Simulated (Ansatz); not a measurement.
Relaxed InAs (zinc blende):

```
CELL_PARAMETERS angstrom
      0.00000     3.05455     3.05455
      3.05455     0.00000     3.05455
      3.05455     3.05455     0.00000
ATOMIC_POSITIONS crystal
  As 0.75000 0.75000 0.75000
  In 0.00000 0.00000 0.00000
```

In each cell atom 2 (In, nearest neighbour As at 2.645 Å; its periodic images, 4.3 Å or more away, move with it) moves by s·(0.577, 0.577, 0.577) (along Cartesian [111]), the rest being held.

The numbers are results of r2SCAN (plane waves to 500 eV, PAW, scalar-relativistic; Ansatz, a quantum-chemistry and plane-wave program), not measurements. k mesh 8×8×8 (Γ-centred), Fermi-Dirac smearing 0.05 eV. The energy includes the smearing's −TS. Left out: 1 of 11 points, with atoms too close for the PAW data. As the smearing reaches across the gap at some points, energies and forces of such displacements shift with the k mesh and the smearing. InAs was relaxed with its symmetry unable to fall. ΔE is measured from the undisplaced structure. The last digit holds for this mesh only.

```json
[
 {"s (Å)": "-0.632", "ΔE (meV/cell)": "3072.1"},
 {"s (Å)": "-0.474", "ΔE (meV/cell)": "1412.1"},
 {"s (Å)": "-0.316", "ΔE (meV/cell)": "521.4"},
 {"s (Å)": "-0.158", "ΔE (meV/cell)": "109.1"},
 {"s (Å)": "0.000", "ΔE (meV/cell)": "0.0"},
 {"s (Å)": "0.158", "ΔE (meV/cell)": "76.4"},
 {"s (Å)": "0.316", "ΔE (meV/cell)": "254.4"},
 {"s (Å)": "0.474", "ΔE (meV/cell)": "withheld"},
 {"s (Å)": "0.632", "ΔE (meV/cell)": "668.4"},
 {"s (Å)": "0.790", "ΔE (meV/cell)": "818.6"}
]
```

**Question.** Fit a polynomial form (powers 2, 3, 4) to the given rows and predict ΔE at s = 0.474.

**Answer.** Least squares on the 9 given rows: ΔE = (3731)·s² + (-4776)·s³ + (2210)·s⁴, in meV/cell with s in Å; root-mean-square residual 22.70 meV/cell. At 0.474 the fit gives 441.2 meV/cell; the calculation gives 468.9 meV/cell, so the interpolation is off by -27.7 (-5.9 %). The quadratic term alone would give 838.3 meV/cell.

(For displaced atoms, the force is minus the slope of the energy, and its curvature is a force constant, which sets phonon frequencies.)
